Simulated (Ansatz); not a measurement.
The start is a generated trial cell of TiAl3 in the AFLOW prototype AB3_hP8_182_c_g (as in Fe3C). The structure is fully relaxed (lattice and positions, P = 0) with PBE (plane waves to 420 eV, PAW, scalar-relativistic; Ansatz, a program for electronic structure). The first steps use a coarse 7×7×7 k-mesh.

The start:
```
CELL_PARAMETERS angstrom
      5.47513     0.00000     0.00000
     -2.73757     4.74160     0.00000
      0.00000     0.00000     4.74676
ATOMIC_POSITIONS crystal
  Al 0.32491 0.00000 0.00000
  Al 0.32491 0.32491 0.50000
  Al 0.00000 0.32491 0.00000
  Al 0.67509 0.00000 0.50000
  Al 0.67509 0.67509 0.00000
  Al 0.00000 0.67509 0.50000
  Ti 0.33333 0.66667 0.25000
  Ti 0.66667 0.33333 0.75000
```

### Question
What pressure does the first self-consistent step give?

### Answer
+40.4 GPa (positive: the cell is compressed).

### Question
How does the volume change?

### Answer
+15.5 %, from 15.40 to 17.79 Å³/atom.

### Question
How do the shortest distances between atoms change?

### Answer
The closest pairs of elements (up to four, under 3.6 Å), start → end: Al–Ti 2.20 → 2.69 Å; Al–Al 2.97 → 2.78 Å; Ti–Ti 3.95 → 2.89 Å.

### Question
What band gap does the relaxed structure have at this level?

### Answer
No gap (metallic).

### Question
What does it relax into? Give the structure.

### Answer

```cif
data_Al6Ti2
_chemical_formula_sum 'Al6 Ti2'
_space_group_name_H-M_alt 'P6322'
_space_group_IT_number 182
_space_group_name_Hall 'P 6c 2c'
_cell_length_a 7.53836
_cell_length_b 7.53836
_cell_length_c 2.89223
_cell_angle_alpha 90.000
_cell_angle_beta 90.000
_cell_angle_gamma 120.000
loop_
_atom_site_label
_atom_site_type_symbol
_atom_site_symmetry_multiplicity
_atom_site_Wyckoff_symbol
_atom_site_fract_x
_atom_site_fract_y
_atom_site_fract_z
_atom_site_occupancy
Al1 Al 6 g 0.00000 0.31471 0.00000 1
Ti1 Ti 2 c 0.33333 0.66667 0.25000 1
```

The space group stays P6₃22 (No. 182) (the run could not lower it), with 8 atoms in the primitive cell. Final values are on a 7×7×16 k-mesh of the relaxed cell. No spin polarisation in the result. A magnetic state may lie lower.

The run could not lower the symmetry of its start; a shaken copy of this end point relaxes with PBE to P2₁/m (No. 11), 0.29 eV/atom lower.

The relaxed structure here is a generated cell of TiAl3: the first start was made by placing the elements on the sites of a structure type, and the end was not matched to a known phase here, so it may be hypothetical. Known forms of TiAl3 include space group No. 139.
